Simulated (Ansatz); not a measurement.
**Zr₃Cd: a fit and a missing row**

Zr₃Cd, Pm-3m, a = 4.452 Å. The structure is a Materials Project entry; whether it is the stable form wasn't checked. Ansatz: r2SCAN, PAW, 500 eV, Γ-centred 10×10×10 mesh on 4 atoms, Gaussian smearing 0.10 eV; no spin polarisation. Symmetry fixes shape and atoms, so the cell is only scaled; pressure is positive in compression.

| V (Å³/atom) | P (GPa) |
| --- | --- |
| 20.730 | 6.68 |
| 21.392 | 3.10 |
| 22.054 | 0.00 |
| 22.715 | ? |
| 23.377 | -4.98 |

Take V0 = 22.054 Å³/atom, fit the third-order Birch–Murnaghan form to the other rows, and predict the missing pressure.

With the Eulerian strain f = ½[(V0/V)^(2/3) − 1] and y = P/[3f(1 + 2f)^(5/2)], the form is the line y = B0 + 1.5 B0 (B0′ − 4) f. Rows (f, y): 0.02107, 95.3; 0.01026, 95.7; -0.01905, 96.0. Means f = 0.004093, y = 95.667; Σ(Δf)² = 0.0008618, ΣΔfΔy = -0.01373; the slope is their ratio. y = 95.73 − 15.94 f GPa, so B0 = 95.7 GPa and B0′ = 4 + 2 × (-15.94)/(3 × 95.73) = 3.89. At V = 22.715, f = -0.00975, y = 95.89 and P = -2.67 GPa. The run gave -2.67 GPa, the same to the digits shown.